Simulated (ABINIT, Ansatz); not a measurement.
This is a calculation of PtSe for Ansatz 0.2.0. Atoms were shifted at random by some hundredths of an Å from the given cell, which wasn't relaxed again for these runs. The cell comes from a database or a generator and needn't be the stable form of this composition.

Contents of input.yaml:

```yaml
crystal:
  lattice:
    - [0.0, 2.79841113, 2.79841113]
    - [2.79841113, 0.0, 2.79841113]
    - [2.79841113, 2.79841113, 0.0]
  atoms:
    - { symbol: Pt, position: [0.504333, 0.492204, 0.499962] }
    - { symbol: Se, position: [0.004353, 0.006635, 0.000278] }
hamiltonian:
  xc: pbe
  pseudopotentials: { kind: paw }
kpoints:
  mp_grid: { grid: [8, 8, 8] }
scf:
  occupations: { method: fermi_dirac, width: 0.05 }
output:
  forces: true
  stress: true
  eigenvalues: true
```

Potentials or basis: Ansatz PAW.

Command:

```sh
$ ansatz run input.yaml --threads 1 --pin off --max-ram 3584MiB --backend cpu --events-out ev --progress --plain --runs-dir out
```

Problem. Set up the same calculation for ABINIT 10.8.3 (patched build). Potentials or basis there: JTH PAW PBE v2.0, cutoff 435 eV.

Solution. As run (cutoffs and basis follow the program's own potentials, and thresholds, step limits or extra output files can differ):

Contents of run.abi:

```
# Pseudopotentials
pp_dirpath "./"
pseudos "Pt.GGA_PBE-JTH.xml, Se.GGA_PBE-JTH.xml"

# Structure
acell 3*1.0 Angstrom
rprim
     0.0000000000     2.7984111300     2.7984111300
     2.7984111300     0.0000000000     2.7984111300
     2.7984111300     2.7984111300     0.0000000000
ntypat 2
znucl 78 34
natom 2
typat 1 2
xred
     0.5043330000     0.4922040000     0.4999620000
     0.0043530000     0.0066350000     0.0002780000
chkprim 0
chksymtnons 0
tolsym 1.0e-6

# Plane-wave basis
ecut 16.0
pawecutdg 32.0
pawxcdev 0

# k points
kptopt 1
ngkpt 8 8 8
nshiftk 1
shiftk 0.0 0.0 0.0

# Exchange and correlation
ixc 11

# Bands and occupations
nband 12
occopt 3
tsmear 0.00183747

# SCF cycle
nstep 100
tolvrs 1.0e-9

# Output
iomode 3
prtwf 0
prtden 0
prteig 0
prtebands 0
```

Potentials or basis: JTH PAW PBE v2.0.

Launch:

```sh
$ abinit run.abi > log 2>&1
```

Both were run:

|  | Ansatz | ABINIT |
| --- | --- | --- |
| Pressure | -14.4 GPa | -14.3 GPa |
| Largest force | 0.084 eV/Å | 0.089 eV/Å |
| Energy over the undisturbed cell | 1.3 meV/atom | 1.4 meV/atom |

Ansatz's pressure holds a Pulay term of +0.03 GPa for its cutoff of 420 eV, which the other run lacks.

The potentials hold 34 and 16 valence electrons a cell.

Where Ansatz's input types no cutoff or centring, it takes its own default and a Γ-centred mesh.

The cell lies far from this level's equilibrium.

Pressure is positive in compression.
